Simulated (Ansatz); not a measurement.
**Y4S3N2: computed property card**

Y4S3N2:
```xyz
9
Lattice="6.4699 1.9173 0.0000 -6.4699 1.9173 0.0000 -6.1188 0.0000 7.7441" Properties=species:S:1:pos:R:3 pbc="T T T"
Y     -0.5993     1.9173     5.0230
Y     -5.5194     1.9173     2.7211
Y     -1.7110     1.9173     1.1314
Y     -4.4078     1.9173     6.6127
S      0.0000     0.0000     0.0000
S     -9.0169     1.9173     6.0717
S      2.8982     1.9173     1.6724
N     -0.3564     1.9173     2.7997
N     -5.7623     1.9173     4.9444
```

Space group C2/m (No. 12); conventional cell a = 12.940 Å, b = 3.835 Å, c = 9.870 Å, α = 90.00°, β = 128.31°, γ = 90.00°.

Method: the program Ansatz at the PBE level (PAW). Structure relaxed to zero pressure with the same functional. Other levels are named where they apply.

**Cell and energy**

```
Property                                                       Value
-----------------------------------------------------  -------------
Volume per atom                                             21.35 Å³
Density                                                   4.15 g/cm³
Formation energy from the elements (no fitted shifts)  -1.96 eV/atom
```

**Electronic structure**

```
Item                                                                                                                           Result
----------------------------------------  -------------------------------------------------------------------------------------------
Band gap                                                                                                           1.44 eV (indirect)
Valence-band maximum                                           at M2 (k = 0.500, 0.500, 0.500 in fractions of the reciprocal vectors)
Conduction-band minimum                   off the standard path, at k = (0.422, -0.422, 0.078) in fractions of the reciprocal vectors
Smallest direct gap on the standard path                                                                                      1.48 eV
```

The first step of the workflow began from a Materials Project structure, measured or hypothetical; the Crystallography Open Database copy checked does not list it. Its standing as an ambient phase is unchecked. Symmetry was held in the PBE relaxation; whether a distortion lowers the energy is not shown. No spin polarisation was allowed. The references are the lowest solids computed at this level, not always the standard phases (solids in place of the gases). Scalar-relativistic: spin–orbit coupling is off unless named, which matters more the heavier the elements.

Potentials: the later of the program's two PAW sets.
